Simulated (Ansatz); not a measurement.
Ansatz (a program for electronic structure) input:

Ansatz 0.2 input:
```yaml
crystal:
  lattice:
    - [4.7155980399, 2.7225517977, 1.888794475]
    - [-4.7155980399, 2.7225517977, 1.888794475]
    - [0.0, -5.4451035954, 1.888794475]
  atoms:
    - { symbol: Si, position: [0.0161383292, 0.7140614275, 0.5175459908] }
    - { symbol: Si, position: [0.9838616708, 0.2859385725, 0.4824540092] }
    - { symbol: Si, position: [0.5175459908, 0.0161383292, 0.7140614275] }
    - { symbol: Si, position: [0.4824540092, 0.9838616708, 0.2859385725] }
    - { symbol: Si, position: [0.7140614275, 0.5175459908, 0.0161383292] }
    - { symbol: Si, position: [0.2859385725, 0.4824540092, 0.9838616708] }
    - { symbol: Si, position: [0.712470043, 0.712470043, 0.712470043] }
    - { symbol: Si, position: [0.287529957, 0.287529957, 0.287529957] }
kpoints:
  mp_grid: { grid: [4, 4, 4] }
hamiltonian:
  xc: hse06
  pseudopotentials: { kind: paw }
scf:
  n_extra_bands: 8
  occupations: { method: gaussian, width: 0.02 }
output:
  eigenvalues: true
  eigenstates:
    e_range: [-9.0, 8.0]
    kpoints:
      - [0.0, 0.0, 0.0]  # GAMMA
      - [0.5, -0.5, 0.5]  # T
      - [0.246883563, -0.753116437, 0.246883563]  # P_0
      - [0.246883563, 0.246883563, 0.246883563]  # P_2
      - [0.5, 0.0, 0.0]  # L
      - [0.5, -0.5, 0.0]  # F
```

Output (shortened):

```
Pseudopotentials: kind: paw
Pseudopotential: Si, paw, valence charge 4
Functional definition: HSE06
Crystal: 8 atoms, lattice volume = 145.495 Å³
Basis set: ecut = 420 eV, 2875 PW (Γ)
Bands: 24, of which v1, the nominal top of the filled ones, is band 16 counted from 1 (15 counted from 0)
Symmetry: 6 space group operations
Space group: R-3 (ITA 148), of the structure as read, at distance tolerance 5.3e-5 Å
k-points: 14 of 64
PAW frozen core: Si, regenerated for the run's functional, and the local potential with it
Initial wavefunctions: pseudopotential atomic-orbital guess
Eigensolver: davidson
Functional: x = pbe(κ = 0.804, μ = 0.2195149727645171), c = pbe(β = 0.06672455060314922), warm-up for x = pbe(κ = 0.804, μ = 0.2195149727645171) + 0.25 (exact …
SCF iter   1: F=—  HF=-5085.182663 eV  |F-HF|=—  |Δ(HF+E_count)|=         —  Δρ=2.25e-3  dr2=8.21e-3  ethr=1.77e-3  ⟨swp⟩=11.4  Hψ=2001  notcnv=0
preconditioner: auto → none
SCF iter   2: F=—  HF=-5085.182912 eV  |F-HF|=—  |Δ(HF+E_count)|=   2.49e-4  Δρ=1.06e-3  dr2=1.38e-3  ethr=2.56e-5  ⟨swp⟩=5.0  Hψ=1016  notcnv=0  defer=6
SCF iter   3: F=—  HF=-5085.183107 eV  |F-HF|=—  |Δ(HF+E_count)|=   1.95e-4  Δρ=4.65e-4  dr2=2.68e-4  ethr=4.32e-6  ⟨swp⟩=3.3  Hψ=665  notcnv=0  defer=1
iter 4 solved again at ethr=3.17e-8 eV; its pass at ethr=8.36e-7 eV (dr2=1.01e-5 eV) is discarded
SCF iter   4: F=—  HF=-5085.183190 eV  |F-HF|=—  |Δ(HF+E_count)|=   8.35e-5  Δρ=8.14e-5  dr2=1.30e-5  ethr=3.17e-8  ⟨swp⟩=4.0  Hψ=1453  notcnv=0
SCF iter   5: F=—  HF=-5085.183193 eV  |F-HF|=—  |Δ(HF+E_count)|=   2.28e-6  Δρ=3.28e-5  dr2=2.42e-6  ethr=1.70e-8  ⟨swp⟩=3.6  Hψ=770  notcnv=0
SCF iter   6: F=—  HF=-5085.183193 eV  |F-HF|=—  |Δ(HF+E_count)|=   6.09e-8  Δρ=9.60e-6  dr2=1.01e-7  ethr=3.17e-9  ⟨swp⟩=3.1  Hψ=728  notcnv=0
SCF iter   7: F=—  HF=-5085.183193 eV  |F-HF|=—  |Δ(HF+E_count)|=   6.69e-8  Δρ=2.00e-6  dr2=3.69e-9  ethr=1.32e-10  ⟨swp⟩=3.9  Hψ=813  notcnv=0
SCF iter   8: F=-5085.183193 eV  HF=-5085.183193 eV  |F-HF|=0.00e0  |Δ(HF+E_count)|=   4.45e-9  Δρ=2.94e-7  dr2=1.55e-10  ethr=4.82e-12  ⟨swp⟩=3.6  Hψ=800  notcnv=0
SCF 1 converged in 8 iterations: F = -5085.183193 eV  dr2 = 1.55e-10
Crystal: 8 atoms, lattice volume = 145.495 Å³
Initial density: handed on by an earlier stage of this run
Initial wavefunctions: those handed on with the density
Functional: x = pbe(κ = 0.804, μ = 0.2195149727645171) + 0.25 (exact − pbe) at short range (hse, ω = 0.20786987370883472 Å⁻¹), c = pbe(β = 0.06672455060314922); HSE06 as pw.x's `hse` composes it (authors' and Libxc's form: `xc: wpbeh`)
Exchange kernel: α = 0.2500, screened, ω = 0.2079 Å⁻¹, Wigner–Seitz truncation, v(0) = 1046.5216 eV·Å³, q-mesh 4×4×4, nearest image of the exchange supercell L …
Frozen-core exchange: fock
iter 1 solved again at ethr=1.79e-5 eV; its pass at ethr=1.00e-1 eV (dr2=1.37e-2 eV) is discarded
SCF iter   1: F=—  HF=-5088.908946 eV  |F-HF|=—  |Δ(HF+E_count)|=         —  Δρ=3.71e-3  dr2=1.86e-2  ethr=1.79e-5  ⟨swp⟩=5.5  Hψ=2063  notcnv=0
preconditioner: auto → none
SCF iter   2: F=—  HF=-5088.920955 eV  |F-HF|=—  |Δ(HF+E_count)|=   1.20e-2  Δρ=2.23e-3  dr2=5.08e-3  ethr=1.79e-5  ⟨swp⟩=3.9  Hψ=938  notcnv=0  defer=1
SCF iter   3: F=—  HF=-5088.919170 eV  |F-HF|=—  |Δ(HF+E_count)|=   1.79e-3  Δρ=1.56e-4  dr2=8.72e-5  ethr=6.54e-6  ⟨swp⟩=3.4  Hψ=811  notcnv=0  defer=1
SCF iter   4: F=-5088.919196 eV  HF=-5088.919201 eV  |F-HF|=5.04e-6  |Δ(HF+E_count)|=   3.15e-5  Δρ=5.81e-5  dr2=8.23e-6  ethr=8.26e-8  ⟨swp⟩=4.1  Hψ=912  notcnv=0
SCF 2 stopped early in 4 iterations: F = -5088.919196 eV  dr2 = 8.23e-6
hybrid outer 1: dexx = +2.161e-2 eV, tail = 2.25e-5 eV
Crystal: 8 atoms, lattice volume = 145.495 Å³
Exchange kernel: α = 0.2500, screened, ω = 0.2079 Å⁻¹, Wigner–Seitz truncation, v(0) = 1046.5216 eV·Å³, q-mesh 4×4×4, nearest image of the exchange supercell L …
Frozen-core exchange: fock
SCF iter   1: F=—  HF=-5088.919110 eV  |F-HF|=—  |Δ(HF+E_count)|=         —  Δρ=3.07e-5  dr2=8.84e-7  ethr=3.51e-7  ⟨swp⟩=6.9  Hψ=934  notcnv=0
preconditioner: auto → none
SCF iter   2: F=—  HF=-5088.919110 eV  |F-HF|=—  |Δ(HF+E_count)|=   3.99e-7  Δρ=1.70e-5  dr2=2.68e-7  ethr=2.61e-9  ⟨swp⟩=3.6  Hψ=758  notcnv=0  defer=2
SCF iter   3: F=-5088.919110 eV  HF=-5088.919110 eV  |F-HF|=6.64e-8  |Δ(HF+E_count)|=   3.58e-9  Δρ=4.09e-6  dr2=8.28e-8  ethr=8.23e-10  ⟨swp⟩=4.0  Hψ=792  notcnv=0  defer=5
SCF 3 converged in 3 iterations: F = -5088.919110 eV  dr2 = 8.28e-8
hybrid outer 2: dexx = +5.566e-7 eV, tail = 1.68e-7 eV, Δε = 7.57e-4 eV (about 9.28e-5 eV left of the loop's levels)
NSCF: frozen V_eff on 6 k-points
hybrid SCF converged: 2 outer / 7 inner (+8 warm-up), last move |dexx| = 5.57e-7 eV, tail = 1.68e-7 eV
Stability not checked (fock_operator)
Free energy (F): -5088.919110 eV
Frozen-core exchange: fock
Harris-Foulkes:  -5088.919111 eV  (|F-HF|=6.64e-8)
Internal energy: -5088.919110 eV  (E = F + TS)
E sigma→0 (E₀):  -5088.919110 eV
Fermi energy:    7.536534 eV
--- Per-component energies (eV) ---
  E_band       = 43.824764
  E_kinetic    = 322.505555
  E_local      = -141.369032  (includes V_loc(G=0)·N_el)
  E_nonlocal   = 201.043804
  E_hartree    = 40.759731
  E_xc         = -360.502053
  E_vxc        = -306.254778  (∫ρ·V_xc dr)
  E_exx        = -44.216492  (= α·E_x^exact, valence–valence)
  E_paw        = -4141.271904  (= ΣΔE_a)
  E_vpaw       = -25.189023  (= ΣTr[D̂ρ^β])
  E_aug_tail   = 0.000049  (compensation charges beyond the density's cutoff)
  E_ewald      = -965.395838
  E_core_change = -0.472931  (= ΣΔE_core)
  E_smearing   =  0.000000  (= −TS)
  E_closure    =  0.000000  (closes the sum)
  Σ components = -5088.919110   (vs F -5088.919110, Δ=-9.09e-13)
  [band-id]    e_kinetic+e_local+e_nonlocal+2·e_hartree+e_vxc+2·e_exx+e_vpaw+e_augmentation_tail = 43.823054   (vs E_band 43.824764, Δ=-1.71e-3)
--- Band table (eV; the first three rows and the last of 14) ---
  k-point 0: bands = ["-6.8957", "-1.9567", "-1.5413", "-1.5413", "-1.2397", "0.0700", "0.0700", "0.2041", "1.9219", "1.9219", "2.5529", "2.9002", "2.9002", "5.7669", "5.7669", "6.3420", "9.6209", "9.8772", "9.8772", "11.9963", "11.9963", "12.7574", "13.0325", "13.0325"]
  k-point 1: bands = ["-6.4865", "-3.1861", "-2.3690", "-1.8478", "-1.4598", "-0.2290", "0.5077", "1.4877", "1.6853", "2.8394", "3.6541", "4.0172", "4.5542", "4.7838", "4.9235", "6.1273", "9.5032", "9.8659", "10.3261", "10.6410", "11.3228", "11.5141", "11.9540", "12.2777"]
  k-point 2: bands = ["-5.6058", "-4.7339", "-2.6885", "-2.1499", "-1.6149", "-0.5038", "1.4771", "1.7575", "2.4962", "2.6969", "4.5291", "4.5648", "5.2669", "5.4131", "5.7434", "6.1037", "7.6658", "8.7379", "9.8506", "10.0150", "10.0910", "10.4313", "11.6112", "12.3215"]
  k-point 13: bands = ["-4.2143", "-4.2143", "-3.9588", "-3.0134", "-2.4510", "-2.4510", "2.6281", "3.6079", "3.6311", "3.6311", "4.0793", "4.0793", "4.7314", "5.1719", "7.4079", "7.4079", "9.4508", "10.2695", "10.6339", "10.6339", "10.8366", "10.8366", "10.8686", "11.1214"]
  band table: 24 of 24 bands, residual norms ≤ 1.0e-3 eV
```

Cost: about 5 core-minutes (a rough figure) on shared cores.

The workflow started from a Materials Project entry (that database holds measured and hypothetical structures alike); the Crystallography Open Database copy checked does not list it. It is not the phase usual at ambient conditions (space group No. 227). Symmetry was held in the r²SCAN relaxation; whether a distortion lowers the energy is not shown.

Potentials: the later of the program's two PAW sets.

Ansatz is a plane-wave DFT program.
